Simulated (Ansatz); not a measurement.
A surface is cut from this relaxed crystal of Ta:

```
Ta
1.0
    -1.65229   -1.65229   -1.65229
     1.65229    1.65229   -1.65229
     1.65229   -1.65229    1.65229
Ta
1
Direct
  0.00000 0.00000 0.00000
```

Miller indices refer to the conventional cell of Im-3m (No. 229), a = 3.305 Å, b = 3.305 Å, c = 3.305 Å, α = 90.00°, β = 90.00°, γ = 90.00°.

Consider the (100) slab of 7 planes, 9.9 Å thick with 15 Å of vacuum as cut; outer planes Ta (top) and Ta (bottom), all atoms relaxed.

The calculation used DFT r2SCAN, scalar-relativistic, plane waves, PAW in Ansatz 0.2.0. Cutoff 500 eV; k points 11×11×1 on the computed 7-atom cell (Γ-centred); Gaussian smearing, width 0.10 eV; no spin polarisation. The cell repeats along c with a dipole correction in the vacuum.

The work function read from the bulk's Fermi level differs by 0.16 eV, so the slab's middle doesn't match the bulk reference (too thin, or relaxed to another structure or magnetic state).

Q: Give the surface energy (mean of both faces).

A: 2.73 J/m².

Q: Predict the work function.

A: 3.82 eV.

Q: The top two planes lie 1.652 Å apart in the bulk. How does relaxation change this?

A: The spacing becomes 1.453 Å (-12.1 %).

Spin-orbit coupling is left out, which matters for the bands of heavy elements.